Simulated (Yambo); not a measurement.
G0W0@PBE for MgO (rock salt, space group Fm-3m, No. 225) in Yambo. Reference settings: 6×6×6 Γ-centred k mesh, bands 2 to 71 and a 14 Ry block in the screening, 71 bands in G with the Bruneval-Gonze terminator, plasmon pole fitted at 27.2 eV. The PBE gap Γ → Γ on this mesh is 4.90 eV; G0W0 gaps are taken between the same points.

The settings were changed. The gap went from 7.26 eV to 7.17 eV, and the shift of the valence edge from -1.43 eV to -1.20 eV.

Question: Name the change that produced these shifts.
A) no random integration
B) 25 bands in W, 25 bands in G
C) 11 Ry block
D) 25 bands in G, no terminator

Answer: A, no random integration. The others gave (gap, valence shift): 25 bands in W, 25 bands in G: 7.32, -1.26 eV; 25 bands in G, no terminator: 6.92, -0.71 eV; 11 Ry block: 7.18, -1.36 eV.

Geometry of the Materials Project entry, not relaxed at this level; primitive cell a = 2.966 Å, b = 2.966 Å, c = 2.966 Å, α = 60.00°, β = 60.00°, γ = 60.00°.

A shift is the quasiparticle energy of the state minus its PBE energy.
